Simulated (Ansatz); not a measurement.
# Structure relaxation, TiB2

The start is a generated trial cell of TiB2 in the C54 structure type. The structure is fully relaxed (lattice and positions, P = 0) with r2SCAN (plane waves to 500 eV, PAW, scalar-relativistic; Ansatz, an electronic-structure program).

Ansatz input (later rounds restart from its end on a renewed k-mesh):
Ansatz 0.2 input:
```yaml
crystal:
  lattice:
    - [0, 3.574962, 3.697513]
    - [2.075676, 0, 3.697513]
    - [2.075676, 3.574962, 0]
  atoms:
    - { symbol: B, position: [0.6635, 0.3365, 0.6635] }
    - { symbol: B, position: [0.3365, 0.6635, 0.3365] }
    - { symbol: B, position: [0.5865, 0.9135, 0.5865] }
    - { symbol: B, position: [0.9135, 0.5865, 0.9135] }
    - { symbol: Ti, position: [0, 0, 0] }
    - { symbol: Ti, position: [0.25, 0.25, 0.25] }
basis: { ecutwfc: 500, ecutrho_ratio: 4, xc_grid: 4, fft_grid_basis: typed }
kpoints: { mp_grid: { grid: [10, 10, 10] } }
hamiltonian:
  xc: r2scan
  dispersion: none
  pseudopotentials: { kind: paw }
scf: { occupations: { method: fermi_dirac, width: 0.05 } }
relax: { f_tol: 0.01, max_steps: 100, cell: { stress_tol: 0.02 } }
output: { forces: true, stress: true }
```

### Question
What pressure does the first self-consistent step give?

### Answer
+17.5 GPa (positive: the cell is compressed).

### Question
By how much does the energy per atom fall from start to end?

### Answer
0.51 eV/atom.

### Question
How does the volume change?

### Answer
+5.4 %, from 9.15 to 9.64 Å³/atom.

### Question
How do the shortest distances between atoms change?

### Answer
The closest pairs of elements (up to four, under 3.6 Å), start → end: B–B 2.19 → 1.62 Å; B–Ti 2.21 → 2.28 Å; Ti–Ti 2.77 → 2.80 Å.

### Question
Write out the relaxed structure.

### Answer

Space group Fddd, origin choice 1 (No. 70); a = 4.6306 Å, b = 6.1773 Å, c = 8.0882 Å, α = β = γ = 90.00°

```
atom  site  symmetry       x       y       z
----  ----  --------  ------  ------  ------
B      16f       .2.  0.0000  0.3691  0.0000
Ti      8a       222  0.0000  0.0000  0.0000
```
(The calculation used a cell of 6 atoms; values per cell refer to that cell.)

The space group stays Fddd (No. 70) (the run could not lower it), with 6 atoms in the primitive cell. Final values are on a 14×14×14 k-mesh of the relaxed cell. No spin polarisation in the result.

The run could not lose the symmetry of its start: the end is stationary, and may be a saddle point rather than a minimum.

The relaxed structure here is a generated cell of TiB2: the first start was made by placing the elements on the sites of a structure type, and the end was not matched to a known phase here, so it may be hypothetical. Known forms of TiB2 include space group No. 191.
